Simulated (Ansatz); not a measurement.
Hg:
```yaml
crystal:
  lattice:
    - [0.00000, 3.82962, 3.82962]
    - [3.82962, 0.00000, 3.82962]
    - [3.82962, 3.82962, 0.00000]
  atoms:
    - { symbol: Hg, position: [0.00000, 0.00000, 0.00000] }
    - { symbol: Hg, position: [0.25000, 0.25000, 0.25000] }
```

The program Ansatz at the PBE level (PAW) gives a gap of 0.39 eV without spin–orbit coupling, maximum at Γ, minimum on the K–Γ line, 11 % of the way from K.

Problem. What happens when spin–orbit coupling is switched on?

Solution. The gap shrinks by 0.11 eV, to 0.28 eV; maximum at Γ, minimum on the K–Γ line, 10 % of the way from K.

Problem. Give the electron effective mass with spin–orbit coupling.

Solution. 0.43, 0.45, 1.3 mₑ (principal values).

Problem. Give the hole effective mass with spin–orbit coupling.

Solution. 0.29 mₑ (isotropic).

Space group Fd-3m (diamond). The start of the workflow was typed in or built on a structure type; neither database checked (COD, Materials Project) lists it. It is not the usual solid phase (space group No. 166). The cell was relaxed with PBE under the symmetry of its start; its stability against distortions is not shown here. The substance is a gas or liquid at ambient conditions.

Potentials: the later of the program's two PAW sets.
